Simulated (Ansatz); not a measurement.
## Structure optimisation: sodium, dhcp

All numbers below come from DFT, r2SCAN, plane waves (500 eV) with PAW, scalar-relativistic in Ansatz. (PAW data from PBE, frozen cores regenerated.)

k-point mesh 10×10×3, Fermi-Dirac smearing 0.1 eV, no spin polarisation. Cell and atoms relax.

Starting structure:

```yaml
crystal:
  lattice:
    - [3.7640418302, 0.0, 0.0]
    - [-1.8820209151, 3.2597558458, 0.0]
    - [0.0, 0.0, 12.2933606174]
  atoms:
    - { symbol: Na, position: [0.0, 0.0, 0.0] }
    - { symbol: Na, position: [0.0, 0.0, 0.5] }
    - { symbol: Na, position: [0.3333333333, 0.6666666667, 0.25] }
    - { symbol: Na, position: [0.6666666667, 0.3333333333, 0.75] }
hamiltonian:
  xc: r2scan
  pseudopotentials:
    kind: paw
    azcp:
      Na: "pseudopotentials/Na.paw.azcp"
basis:
  ecutwfc: 500
  fft_grid_basis: typed
kpoints:
  mp_grid: { grid: [10, 10, 3], shift: [0, 0, 0] }
magnetization:
  spin_polarized: false
scf:
  occupations: { method: fermi_dirac, width: 0.1 }
relax:
  max_steps: 60
  f_tol: 0.01
  cell: {}
output:
  write_density: true
  write_potential: true
  elf: true
  volumetric_format: npy
```

The pressure at the start is 0.0 GPa. By how much does the volume change?

From 37.71 to 37.71 Å³ per atom, 0.0 %. The final cell has a = 3.764 Å, c = 12.293 Å (c/a = 3.266).

How much energy does the relaxation gain?

0.0 meV per atom.

Path of the relaxation (the plane waves are chosen anew near the end, which can shift the energy a little):

```tsv
step	E − E(final) (meV/atom)	V (Å³/atom)	P (GPa)	max force (eV/Å)
0	0.00	37.709	0.02	0.000
1	0.00	37.709	0.02	0.000
```
